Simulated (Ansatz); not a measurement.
Method: Ansatz, DFT PBE, scalar-relativistic, plane waves, PAW. Plane waves to 420 eV, a 10×10×10 mesh through Γ for the 10-atom cell and 0.02 eV Gaussian smearing; no spin polarisation.

Formation energies are uncorrected and count from the elements' standard states at the same level.

Q: Propose a candidate for a tetragonal semiconductor that holds B and 2 more elements, with a gap near 0.8 eV, a formation energy near −0.31 eV/atom and about 17 Å³ per atom, in a cell of 10 atoms. Its symmetry should be I-4m2 (No. 119).

A: Al3B2P5, space group I-4m2 (No. 119). Al on a site of symmetry -4m2 has 4 P at 2.34 Å; around Al on a site of symmetry 2mm lie 4 P at 2.32–2.34 Å; B has 4 P at 2.09 Å; P on a site of symmetry 2mm has 2 B at 2.09 Å and 2 Al at 2.34 Å; 2 more sites not described.

Space group I-4m2 (No. 119). a = 3.572 Å, b = 3.572 Å, c = 26.620 Å, α = 90.00°, β = 90.00°, γ = 90.00°
```csv
atom,site,symmetry,x,y,z
Al,2b,-4m2,0.5000,0.5000,0.0000
Al,4e,2mm.,0.5000,0.5000,0.1945
B,4e,2mm.,0.5000,0.5000,0.4028
P,4f,2mm.,0.5000,0.0000,0.4434
P,4f,2mm.,0.0000,0.5000,0.1378
P,2d,-4m2,0.5000,0.0000,0.2500
```

- Volume per atom: 16.98 Å³
- Density: 2.52 g/cm³
- Energy over the elements: −0.307 eV/atom
- Gap on the 10×10×10 mesh of the 10-atom cell: 0.83 eV

It was reached by relaxing an invented guess, and it needn't be the stable form of this composition. Other answers may fit too; this one was computed.

Kohn–Sham gaps at this level usually fall short of measured ones. The reference form of P is held partly by dispersion forces, which this level lacks. A structure relaxed within its symmetry needn't be a true minimum.
